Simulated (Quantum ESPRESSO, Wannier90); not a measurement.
# Tight-binding from DFT: WO$_{3}$ (ReO3 type)

```xyz
4
Lattice="3.8062 0.0000 0.0000 0.0000 3.8062 0.0000 0.0000 0.0000 3.8062" Properties=species:S:1:pos:R:3 pbc="T T T"
W      0.0000     0.0000     0.0000
O      0.0000     0.0000     1.9031
O      1.9031     0.0000     0.0000
O      0.0000     1.9031     0.0000
```

Materials Project entry mp-19390; symmetrised, unrelaxed at this level. Not found in the COD (Crystallography Open Database) copy used, which has the formula in other groups; not checked further. Method: PBEsol plane waves in Quantum ESPRESSO 7.5 (PseudoDojo norm-conserving files, 68 Ry, spinors with spin-orbit coupling), Bloch states on a 6×6×6 mesh through Γ, Wannier90 4.0.1. Density: 8×8×8 mesh, Gaussian smearing 0.01 Ry.

A tight-binding model is made by disentanglement and projection with no localisation steps (num_iter = 0), so the 28 orbitals stay atom-like: hydrogen-like W: d; O: p, axes along x, y, z; frozen window up to 1.92 eV relative to the valence-band maximum. It follows pw.x to 1.6 meV rms for states up to 1.4 eV relative to the valence-band maximum. Matrix elements depend on this choice of orbitals and windows.

Problem. What are the on-site energies relative to the valence-band maximum, and how fast do the hoppings decay?

Solution. 
| atom | orbitals | energy (eV) |
|---|---|---|
| W1 | dz2↑ dz2↓ dx2-y2↑ dx2-y2↓ | 5.56 |
| W1 | dxz↑ dxz↓ dyz↑ dyz↓ dxy↑ dxy↓ | 1.49 |
| O2 | pz↑ pz↓ | -2.34 |
| O2 | px↑ px↓ py↑ py↓ | -1.38 |
| O3 | pz↑ pz↓ py↑ py↓ | -1.38 |
| O3 | px↑ px↓ | -2.34 |
| O4 | pz↑ pz↓ px↑ px↓ | -1.38 |
| O4 | py↑ py↓ | -2.34 |

```csv
distance of the centres (Å),largest modulus (eV)
1–2,3.7
2–3,0.57
3–4,0.20
4–5,0.055
5–6,0.067
6–7,0.018
7–8,0.023
8–9,0.0017
9–10,0.0089
10–11,0.0014
```

Effective spin-orbit constants λ of λ L·S, from the same-site elements px↑–py↑ (λ/2) and dx2-y2↑–dxy↑ (λ), where they are among the larger elements: W1 d 0.42 eV.
